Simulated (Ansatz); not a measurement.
LaGaO3:
```cif
data_Ga2La2O6
_chemical_formula_sum 'La2 Ga2 O6'
_space_group_name_H-M_alt 'P 1'
_space_group_IT_number 1
_cell_length_a 5.45376
_cell_length_b 5.45376
_cell_length_c 5.45376
_cell_angle_alpha 60.837
_cell_angle_beta 60.837
_cell_angle_gamma 60.837
loop_
_space_group_symop_operation_xyz
  'x, y, z'
loop_
_atom_site_label
_atom_site_type_symbol
_atom_site_fract_x
_atom_site_fract_y
_atom_site_fract_z
_atom_site_occupancy
La1 La 0.25000 0.25000 0.25000 1
La2 La 0.75000 0.75000 0.75000 1
Ga1 Ga 0.00000 0.00000 0.00000 1
Ga2 Ga 0.50000 0.50000 0.50000 1
O1 O 0.75000 0.18459 0.31541 1
O2 O 0.25000 0.81541 0.68459 1
O3 O 0.31541 0.75000 0.18459 1
O4 O 0.68459 0.25000 0.81541 1
O5 O 0.18459 0.31541 0.75000 1
O6 O 0.81541 0.68459 0.25000 1
```

Relaxed with PBEsol.

Question: Which orbitals make up the states near the band edges in the program Ansatz at the PBEsol level (PAW)?

Answer: Top 1 eV of the valence band: O 2p 91 %. Bottom 1 eV of the conduction band: La 4f 76 %, La 5d 13 %. Projections are on Löwdin-orthogonalised atomic valence shells; empty p or d shells of many metals are not among them.

Question: Tabulate the density of states.

Answer: States/eV per cell of 10 atoms, in 0.25 eV bins, energy from the valence-band maximum.

```tsv
E (eV)	total	O 2p	La 4f	La 5d
-7.85	0.20	0.12	0.00	0.00
-7.60	0.39	0.23	0.01	0.00
-7.35	0.55	0.32	0.01	0.01
-7.10	0.71	0.41	0.01	0.01
-6.85	0.88	0.52	0.01	0.02
-6.60	1.14	0.66	0.01	0.04
-6.35	1.37	0.80	0.01	0.05
-6.10	1.65	0.96	0.01	0.07
-5.85	2.46	1.44	0.01	0.12
-5.60	2.00	1.21	0.01	0.12
-5.35	1.81	1.12	0.01	0.11
-5.10	1.29	0.83	0.01	0.08
-4.85	0.97	0.64	0.01	0.06
-4.60	0.59	0.40	0.00	0.03
-4.35	3.21	2.26	0.02	0.25
-4.10	3.58	2.54	0.03	0.25
-3.85	3.41	2.41	0.03	0.24
-3.60	2.94	2.10	0.02	0.21
-3.35	4.53	3.24	0.03	0.47
-3.10	5.61	4.06	0.05	0.59
-2.85	5.25	3.87	0.06	0.51
-2.60	6.55	4.89	0.07	0.64
-2.35	7.28	5.53	0.09	0.62
-2.10	6.01	4.73	0.07	0.57
-1.85	12.59	10.09	0.16	1.31
-1.60	8.45	6.95	0.15	0.71
-1.35	10.82	9.23	0.29	0.64
-1.10	8.69	7.56	0.24	0.45
-0.85	12.77	11.30	0.29	0.64
-0.60	11.16	10.10	0.21	0.37
-0.35	9.49	8.71	0.12	0.24
-0.10	5.62	5.24	0.06	0.11
0.15	0.00	0.00	0.00	0.00
0.40	0.00	0.00	0.00	0.00
0.65	0.00	0.00	0.00	0.00
0.90	0.00	0.00	0.00	0.00
1.15	0.00	0.00	0.00	0.00
1.40	0.00	0.00	0.00	0.00
1.65	0.00	0.00	0.00	0.00
1.90	0.00	0.00	0.00	0.00
2.15	0.00	0.00	0.00	0.00
2.40	0.00	0.00	0.00	0.00
2.65	0.00	0.00	0.00	0.00
2.90	0.00	0.00	0.00	0.00
3.15	0.00	0.00	0.00	0.00
3.40	0.00	0.00	0.00	0.00
3.65	0.00	0.00	0.00	0.00
3.90	0.11	0.01	0.00	0.00
4.15	0.24	0.03	0.01	0.01
4.40	0.93	0.06	0.31	0.27
4.65	24.29	0.38	21.00	2.01
4.90	47.18	0.60	44.37	1.31
5.15	39.93	0.92	37.65	0.89
5.40	1.22	0.11	0.75	0.06
5.65	2.21	0.23	0.82	0.65
```

Space group R-3c. The workflow started from a Materials Project entry (that database holds measured and hypothetical structures alike); the Crystallography Open Database files this formula in space group No. 167, but the cells were not matched. Its standing as an ambient phase is unchecked. Symmetry was held in the PBEsol relaxation; phonons show weakly imaginary modes. Scalar-relativistic: spin–orbit coupling is off unless named, which matters more the heavier the elements.

Potentials: the later of the program's two PAW sets.
